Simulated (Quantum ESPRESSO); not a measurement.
## Calculated data, Zn4S3F (made-up cell), Si5Ge2C (made-up cell)

Computed with Quantum ESPRESSO 7.5. Calculation on a made-up crystal cell, not a measurement: periodic Kohn-Sham density functional theory in plane waves with PseudoDojo standard norm-conserving scalar-relativistic pseudopotentials, each functional with its own files (v0.5 for PBE, v0.4.1 for LDA and PBEsol), no spin polarisation, no spin-orbit coupling, atoms not relaxed, stress positive in tension, energies less a fixed whole-eV offset for each atom's element; levels are Kohn-Sham levels at fractions of this cell's reciprocal vectors, counted from the reference band (half the neutral cell's valence electrons, rounded up) at Gamma; error bars cover cutoff and k-mesh only, not smearing or the files; added strain carries the atoms with the cell, and shear is the tensor component; each bar is the largest change over components, and at least 0.002 eV, 0.002 eV per angstrom or 0.02 GPa; energies are for the whole cell, and the offsets were chosen from early runs and are not element reference energies.

Common to all runs: functional pbe; fermi dirac smearing 0.1 eV; scf tolerance 1e-07 eV; electrons removed 0; k mesh 6 x 6 x 6, shifted by half a step.

```yaml
- entry: 1
  formula: Zn4S3F
  kind: "made-up cell"
  structure:
    cell_angstrom: [[4.0086, 0.0, 0.0], [0.0, 6.9431, 0.0], [0.0, 0.0, 6.546]]
    atoms_fractional:
      - [Zn, -0.01417, 0.00645, 0.01551]
      - [Zn, 0.48845, 0.51324, 0.00328]
      - [Zn, 0.49913, 0.15977, 0.51506]
      - [Zn, 0.00282, 0.67154, 0.50506]
      - [S, 0.02727, 0.0192, 0.37947]
      - [S, 0.53011, 0.51401, 0.36308]
      - [F, 0.51971, 0.15968, 0.87738]
      - [S, -0.00896, 0.6605, 0.87316]
  given:
    lattice_type: wurtzite
    "cutoff [eV]": 1143
    atom_site: [1, 2, 3, 4, 5, 6, 7, 8]
    "atom_energy_offset [eV]": [-5687, -5687, -5687, -5687, -302, -302, -677, -302]
  results:
    "free_energy_less_offsets [eV]": 4.899
    "smearing_term_minus_ts [eV]": -0.0473
    scf_iterations: 11
    "pressure [GPa]": -5.412
    "stress_xx [GPa]": 5.345
    "stress_yy [GPa]": 5.778
    "stress_zz [GPa]": 5.112
    "stress_yz [GPa]": -0.3464
    "stress_xz [GPa]": -0.2986
    "stress_xy [GPa]": -0.739
    force_site: [1, 2, 3, 4, 5, 6, 7, 8]
    "force_x [eV/angstrom]": [-0.03079, 0.09471, 0.5484, 0.3057, -0.5759, -0.4696, 0.04454, 0.08295]
    "force_y [eV/angstrom]": [0.1178, -0.0271, 0.4461, 0.05237, -0.4007, -0.2775, 0.07919, 0.009778]
    "force_z [eV/angstrom]": [-0.5866, -0.1015, 0.1377, -0.2228, 0.4765, 0.5745, -0.2235, -0.05424]
    "fermi_level [eV]": 1.91
    reference_band: 53
    level_k_point: [Gamma, "(1/2,1/2,1/2)", "(0.15,0,0)", "(0,0.15,0)", "(0,0,0.15)"]
    "next_band_up [eV]": [2.309, 2.727, 2.826, 2.494, 2.262]
    "error_bar_energy [eV]": 0.002818
    "error_bar_stress [GPa]": 0.02584
    "error_bar_force [eV/angstrom]": 0.004667
    "error_bar_next_band_up [eV]": 0.002
    "error_bar_fermi_level [eV]": 0.01028
    error_bars_from: "tighter rerun of this cell"
- entry: 2
  formula: Zn4S3F
  kind: "made-up cell"
  structure:
    cell_angstrom: [[4.0086, 0.0, 0.0], [0.0, 6.9431, 0.0], [0.0, 0.0, 6.546]]
    atoms_fractional:
      - [Zn, -0.01417, 0.00645, 0.01551]
      - [Zn, 0.48845, 0.51324, 0.00328]
      - [Zn, 0.49913, 0.15977, 0.51506]
      - [Zn, 0.00282, 0.67154, 0.50506]
      - [S, 0.02727, 0.0192, 0.37947]
      - [S, 0.53011, 0.51401, 0.36308]
      - [S, 0.51971, 0.15968, 0.87738]
      - [F, -0.00896, 0.6605, 0.87316]
  given:
    lattice_type: wurtzite
    "cutoff [eV]": 1143
    atom_site: [1, 2, 3, 4, 5, 6, 7, 8]
    "atom_energy_offset [eV]": [-5687, -5687, -5687, -5687, -302, -302, -302, -677]
  results:
    "free_energy_less_offsets [eV]": 4.947
    "smearing_term_minus_ts [eV]": -0.04797
    scf_iterations: 11
    "pressure [GPa]": -5.478
    "stress_xx [GPa]": 5.439
    "stress_yy [GPa]": 5.999
    "stress_zz [GPa]": 4.995
    "stress_yz [GPa]": -0.5045
    "stress_xz [GPa]": -0.6149
    "stress_xy [GPa]": -0.2706
    force_site: [1, 2, 3, 4, 5, 6, 7, 8]
    "force_x [eV/angstrom]": [0.4672, 0.1094, 0.5483, 0.3054, -0.5713, -0.4144, -0.4988, 0.05424]
    "force_y [eV/angstrom]": [0.0358, 0.04572, 0.4403, 0.03904, -0.6076, -0.1, 0.059, 0.08781]
    "force_z [eV/angstrom]": [-0.1987, -0.5251, -0.1248, -0.08054, 0.09668, 0.863, 0.1274, -0.1579]
    "fermi_level [eV]": 1.909
    reference_band: 53
    level_k_point: [Gamma, "(1/2,1/2,1/2)", "(0.15,0,0)", "(0,0.15,0)", "(0,0,0.15)"]
    "next_band_up [eV]": [2.334, 2.646, 2.877, 2.512, 2.272]
    "error_bar_energy [eV]": 0.002818
    "error_bar_stress [GPa]": 0.02584
    "error_bar_force [eV/angstrom]": 0.004667
    "error_bar_next_band_up [eV]": 0.002
    "error_bar_fermi_level [eV]": 0.01028
    error_bars_from: "tighter rerun of a related cell"
- entry: 3
  formula: Si5Ge2C
  kind: "made-up cell"
  structure:
    cell_angstrom: [[5.7189, 0.0, 0.0], [0.0, 5.7189, 0.0], [0.0, 0.0, 5.7189]]
    atoms_fractional:
      - [C, 0.00675, 0.0075, 0.00586]
      - [Si, 0.01909, 0.5129, 0.49823]
      - [Si, 0.49768, -0.00874, 0.47918]
      - [Si, 0.50209, 0.49686, 0.01049]
      - [Si, 0.25612, 0.26176, 0.2358]
      - [Ge, 0.24956, 0.756, 0.75642]
      - [Ge, 0.74399, 0.25846, 0.75312]
      - [Si, 0.7559, 0.75418, 0.24959]
  given:
    lattice_type: "zincblende/diamond"
    "cutoff [eV]": 1116
    atom_site: [1, 2, 3, 4, 5, 6, 7, 8]
    "atom_energy_offset [eV]": [-163, -115, -115, -115, -115, -2430, -2430, -115]
  results:
    "free_energy_less_offsets [eV]": 2.145
    "smearing_term_minus_ts [eV]": -0.02282
    scf_iterations: 11
    "pressure [GPa]": -10.94
    "stress_xx [GPa]": 10.97
    "stress_yy [GPa]": 11.11
    "stress_zz [GPa]": 10.72
    "stress_yz [GPa]": -0.1294
    "stress_xz [GPa]": 0.6293
    "stress_xy [GPa]": -0.00678
    force_site: [1, 2, 3, 4, 5, 6, 7, 8]
    "force_x [eV/angstrom]": [-0.1365, -0.8945, 0.03026, 0.346, -1.318, -0.3554, 1.172, 1.156]
    "force_y [eV/angstrom]": [0.07359, -0.5207, 0.7935, 0.8347, -1.679, 1.026, -1.104, 0.5754]
    "force_z [eV/angstrom]": [0.08618, -0.3079, 0.4986, -0.3199, 0.06696, 0.891, -0.08355, -0.8315]
    "fermi_level [eV]": -0.04741
    reference_band: 26
    level_k_point: [Gamma, "(1/2,1/2,1/2)", "(0.15,0,0)", "(0,0.15,0)", "(0,0,0.15)"]
    "next_band_up [eV]": [0.09599, -0.6273, 0.2817, 0.276, 0.2636]
    "error_bar_energy [eV]": 0.002215
    "error_bar_stress [GPa]": 0.02
    "error_bar_force [eV/angstrom]": 0.007384
    "error_bar_next_band_up [eV]": 0.002
    "error_bar_fermi_level [eV]": 0.02539
    error_bars_from: "tighter rerun of a related cell"
- entry: 4
  formula: Si5Ge2C
  kind: "made-up cell"
  structure:
    cell_angstrom: [[5.7189, 0.0, 0.0], [0.0, 5.7189, 0.0], [0.0, 0.0, 5.7189]]
    atoms_fractional:
      - [Si, 0.00675, 0.0075, 0.00586]
      - [C, 0.01909, 0.5129, 0.49823]
      - [Si, 0.49768, -0.00874, 0.47918]
      - [Si, 0.50209, 0.49686, 0.01049]
      - [Si, 0.25612, 0.26176, 0.2358]
      - [Ge, 0.24956, 0.756, 0.75642]
      - [Ge, 0.74399, 0.25846, 0.75312]
      - [Si, 0.7559, 0.75418, 0.24959]
  given:
    lattice_type: "zincblende/diamond"
    "cutoff [eV]": 1116
    atom_site: [1, 2, 3, 4, 5, 6, 7, 8]
    "atom_energy_offset [eV]": [-115, -163, -115, -115, -115, -2430, -2430, -115]
  results:
    "pressure [GPa]": null
```

Question: What pressure does the calculation give for Si5Ge2C (made-up cell) (entry 4)?
Answer: -10.66 GPa

Further results for Si5Ge2C (made-up cell) (entry 4):

- free energy less offsets: 2.253 eV
- smearing term minus ts: -0.02351 eV
- scf iterations: 10
- stress xx: 10.57 GPa
- stress yy: 10.62 GPa
- stress zz: 10.79 GPa
- stress yz: 0.2043 GPa
- stress xz: 1.269 GPa
- stress xy: 0.06192 GPa
- fermi level: -0.02307 eV
- reference band: 26
- error bar energy: 0.002215 eV
- error bar stress: 0.02 GPa
- error bar force: 0.007384 eV/Å
- error bar next band up: 0.002 eV
- error bar fermi level: 0.02539 eV
- error bars from: tighter rerun of a related cell

Forces:
```
site  x (eV/Å)   y (eV/Å)  z (eV/Å)
   1   -0.5549     0.1735   -0.0366
   2   -0.4287  -0.008673   -0.2508
   3   0.01378     0.7548     0.535
   4    0.3272     0.8806   -0.3162
   5    -1.065     0.1772     1.809
   6   -0.4158     -0.974    -1.223
   7     1.008    0.01523    -1.237
   8     1.115     -1.019    0.7196
```

Levels:
```
level k point  next band up (eV)
        Gamma            0.06879
(1/2,1/2,1/2)            -0.5924
   (0.15,0,0)             0.2563
   (0,0.15,0)             0.2627
   (0,0,0.15)              0.216
```
